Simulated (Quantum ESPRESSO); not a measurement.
# Band energies of NaCoO$_{2}$

```xyz
8
Lattice="2.8772 0.0000 0.0000 -1.4386 2.4917 0.0000 0.0000 0.0000 10.3899" Properties=species:S:1:pos:R:3 pbc="T T T"
O      0.0000     1.6611     4.2060
O      1.4386     0.8306     6.1838
O      1.4386     0.8306     9.4010
O      0.0000     1.6611     0.9889
Na     1.4386     0.8306     2.5975
Na     0.0000     1.6611     7.7924
Co     0.0000     0.0000     5.1949
Co     0.0000     0.0000     0.0000
```

PBEsol (pw.x of Quantum ESPRESSO, ONCV potentials, scalar-relativistic); path ΓMKΓALHA,LM,KH; energies in eV from the valence-band maximum.

```
k (1/Å)  point  band 34  band 35  band 36  band 37  band 38  band 39  band 40  band 41
-------  -----  -------  -------  -------  -------  -------  -------  -------  -------
0.00         Γ    -1.22    -1.22    -1.22    -0.30    -0.09     1.81     1.81     1.83
0.54              -0.95    -0.57    -0.56    -0.21    -0.02     0.76     1.13     1.61
1.26         M    -1.14    -0.64    -0.63    -0.36    -0.34     1.26     1.49     1.71
1.99         K    -0.95    -0.34    -0.34    -0.25    -0.25     1.16     1.16     1.31
2.72              -0.78    -0.49    -0.36    -0.27    -0.19     0.88     1.18     1.22
3.26              -1.09    -1.09    -1.08    -0.27    -0.06     1.60     1.69     1.76
3.44         Γ    -1.22    -1.22    -1.22    -0.30    -0.09     1.81     1.81     1.83
3.44         A    -1.22    -1.22    -1.22    -0.17    -0.17     1.82     1.82     1.82
3.76              -1.04    -0.85    -0.85    -0.11    -0.11     1.35     1.35     1.72
4.23              -1.03    -0.50    -0.50    -0.21    -0.21     0.97     0.97     1.61
4.71         L    -1.20    -0.63    -0.63    -0.35    -0.35     1.37     1.37     1.72
4.89              -1.10    -0.61    -0.61    -0.34    -0.34     1.36     1.36     1.61
5.43         H    -0.96    -0.34    -0.34    -0.26    -0.26     1.23     1.23     1.24
6.02              -0.78    -0.39    -0.39    -0.32    -0.32     1.09     1.09     1.28
6.45              -0.89    -0.74    -0.74    -0.10    -0.10     1.14     1.14     1.59
6.89         A    -1.22    -1.22    -1.22    -0.17    -0.17     1.82     1.82     1.82
6.89         L    -1.20    -0.63    -0.63    -0.35    -0.35     1.37     1.37     1.72
7.19         M    -1.14    -0.64    -0.63    -0.36    -0.34     1.26     1.49     1.71
7.19         K    -0.95    -0.34    -0.34    -0.25    -0.25     1.16     1.16     1.31
7.49         H    -0.96    -0.34    -0.34    -0.26    -0.26     1.23     1.23     1.24
```

The PBEsol gap is 0.69 eV; at least one edge lies off the plotted path, at a point of the SCF mesh. The smallest direct gap is 0.74 eV.

The 3d shell has no Hubbard U; the runs are without spin polarisation, and magnetic order was not tried.

Geometry of the Materials Project entry, not relaxed at this level.

The structure is a Materials Project entry; no match was found in the copy of COD used, and its stability was not checked.
